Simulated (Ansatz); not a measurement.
A geometry of W away from equilibrium: step 2 of the relaxation of a relaxed W cell, doubled along one cell vector, shaken by Gaussian noise of σ = 0.08 Å a coordinate. Level of theory: r2SCAN (plane waves to 500 eV, PAW, scalar-relativistic; Ansatz, a quantum-chemistry and plane-wave program). Γ-centred k-mesh 12×6×12 on the run's cell (coarser than for final values), Fermi–Dirac smearing 0.05 eV. The plane waves were selected for a different cell earlier on the path.

```xyz
2
Lattice="2.6257 0.0263 -0.0002 0.0527 5.0795 0.0020 -0.0002 0.0010 2.6200" Properties=species:S:1:pos:R:3 pbc="T T T"
W     -0.2653     0.0038     0.0136
W      0.1688     2.6812     0.0324
```

Q: What forces act on the atoms (eV/Å)?

A: 
| atom | Fx | Fy | Fz |
|---|---|---|---|
| W1 | -0.95 | 2.38 | -0.08 |
| W2 | 0.95 | -2.38 | 0.08 |

The path ends in Im-3m (No. 229) (bcc (W type)). No spin polarisation in the result.

The run could not lose the symmetry of its start.

Of the parent cell (Pm-3m (No. 221)): it is a generated cell of W: the first start was made by placing the elements on the sites of a structure type, and the end was not matched to a known phase here, so it may be hypothetical. Known forms of W include space group No. 229.
